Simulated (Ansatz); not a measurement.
BP:
```
BP
1.0
    5.53237     0.00000     0.00000
    0.00000     5.53237     0.00000
    0.00000     0.00000     3.18736
B P
4 4
Direct
  0.17841   0.17841   0.00000
  0.82159   0.82159   0.00000
  0.32159   0.67841   0.50000
  0.67841   0.32159   0.50000
  0.81929   0.18071   0.00000
  0.18071   0.81929   0.00000
  0.68071   0.68071   0.50000
  0.31929   0.31929   0.50000
```

Relaxed with PBEsol. 

Task: HSE06 on this cell (Ansatz, a quantum-chemistry and plane-wave program, PAW) gives a gap of 1.05 eV. What does PBEsol give?

Result: 0.26 eV.

Cost on shared cores: the PBEsol run (SCF on a 5×5×9 mesh, then bands and DOS) about 40 core-seconds (a rough figure), the HSE06 run (SCF on 3×3×5, then a few points) around 90 core-seconds (rough); the tasks are unlike.

Space group P4_2/mnm. The start of the workflow was typed in or built on a structure type; neither database checked (COD, Materials Project) lists it. It is not the phase usual at ambient conditions (space group No. 216). The PBEsol relaxation kept the symmetry of its start; whether a distortion lowers the energy is not shown.

Potentials: the earlier of the program's two PAW sets. The files were generated under PBE; for other functionals the program regenerates the frozen cores, and for LDA and PBEsol the local potential too.

Ansatz is a plane-wave DFT program.
